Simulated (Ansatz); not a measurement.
Mg:
```
CELL_PARAMETERS angstrom
      3.20992     0.00000     0.00000
     -1.60496     2.77987     0.00000
      0.00000     0.00000     5.14061
ATOMIC_POSITIONS crystal
  Mg 0.33333 0.66667 0.75000
  Mg 0.66667 0.33333 0.25000
```

Relaxed with PBE. Special points in fractions of this cell's reciprocal vectors: Γ (0.000, 0.000, 0.000); M (0.500, 0.000, 0.000); K (0.333, 0.333, 0.000); A (0.000, 0.000, 0.500); L (0.500, 0.000, 0.500); H (0.333, 0.333, 0.500).

Task: List the band energies nearest the Fermi level at these points for PBE (plane waves, PAW; program Ansatz).

Result: In eV from the Fermi level; about four levels below and three above (degenerate sets whole), none deeper than 8.9 eV; … stands for higher levels left out; points with the same levels are listed once.

| k | below | above |
|---|---|---|
| Γ | -6.93 -1.61 -1.11 | 10.79 10.79 10.88 10.88 |
| M | -2.18 -2.17 | 2.68 3.05 3.38 |
| K | -0.66 -0.65 -0.65 | 4.14 4.14 4.42 |
| A | -5.51 -5.51 | 5.24 5.24 … |
| L | -1.11 -1.11 -0.46 -0.46 | 7.94 7.94 … |
| H | – | 0.17 0.17 0.66 0.66 |

Space group P6_3/mmc (hcp (Mg type)). The cell was relaxed with PBE under the symmetry of its start.

Potentials: the later of the program's two PAW sets.
